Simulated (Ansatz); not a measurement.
Rb$_{2}$NaAlF$_{6}$:
```xyz
10
Lattice="0.0000 4.1359 4.1359 4.1359 0.0000 4.1359 4.1359 4.1359 0.0000" Properties=species:S:1:pos:R:3 pbc="T T T"
Rb     6.2039     6.2039     6.2039
Rb     2.0680     2.0680     2.0680
Na     4.1359     4.1359     4.1359
Al     0.0000     0.0000     0.0000
F      1.8240     4.1359     4.1359
F      6.4479     4.1359     4.1359
F      4.1359     1.8240     4.1359
F      4.1359     6.4479     4.1359
F      4.1359     4.1359     1.8240
F      4.1359     4.1359     6.4479
```

Relaxed with r²SCAN. Special points in fractions of this cell's reciprocal vectors: Γ (0.000, 0.000, 0.000); X (0.500, 0.000, 0.500); U (0.625, 0.250, 0.625); K (0.375, 0.375, 0.750); L (0.500, 0.500, 0.500); W (0.500, 0.250, 0.750).

List the band energies nearest the valence-band maximum at these points for DFT-r²SCAN with spin–orbit coupling in the program Ansatz with PAW potentials.

In eV from the valence-band maximum; about four levels below and three above (degenerate sets whole), none deeper than 8.9 eV; points with the same levels are listed once.

```tsv
k	below	above
Γ	0.00 0.00 0.00 0.00	8.14 8.14 10.43 10.43 10.43 10.43
X	-0.31 -0.31 -0.03 -0.03	10.62 10.62 10.89 10.89
U	-0.26 -0.26 -0.08 -0.08	10.87 10.87 11.00 11.00
L	-0.14 -0.14 -0.13 -0.13	10.24 10.24 10.60 10.60
W	-0.16 -0.16 -0.15 -0.15	10.98 10.98 11.26 11.26 11.26 11.26
```

Space group Fm-3m. The first step of the workflow began from a Materials Project structure, measured or hypothetical; the Crystallography Open Database copy checked does not list it. Whether it is the stable phase at ambient conditions was not checked. The cell was relaxed with r²SCAN under the symmetry of its start; its stability against distortions is not shown here.

Potentials: the later of the program's two PAW sets.
